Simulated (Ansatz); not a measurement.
### Question
Name crystals whose computed values (DFT-PBEsol in the program Ansatz with PAW potentials) fall in these windows: B₀ by P(V) fit (GPa) 130 to 180; highest Γ mode, no LO–TO term (cm⁻¹) 150 to 200.

### Answer


```
crystal                               B₀ by P(V) fit (GPa)  highest Γ mode, no LO–TO term (cm⁻¹)
------------------------------------  --------------------  ------------------------------------
ScPt, CsCl type                                        150                                   168
YPd3, Cu3Au type                                       146                                   191
TiPd, CsCl type                                        170                                   172
Ga2Pt, fluorite or antifluorite type                   130                                   171
HgPd, L1₀ or tetragonal B2                             146                                   167
```
Others may fit too.

Standing as an ambient phase not checked: ScPt, CsCl type; YPd3, Cu3Au type; TiPd, CsCl type; Ga2Pt, fluorite or antifluorite type; HgPd, L1₀ or tetragonal B2. Unstable at this level: TiPd, CsCl type. All cells were relaxed under the symmetry of their starts (and spin orders); stability against distortions was not tested throughout. Rows with no word on spin ran without spin polarisation. Scalar-relativistic: spin–orbit coupling is off unless named, which matters more the heavier the elements.

Potentials: the later of the program's two PAW sets.
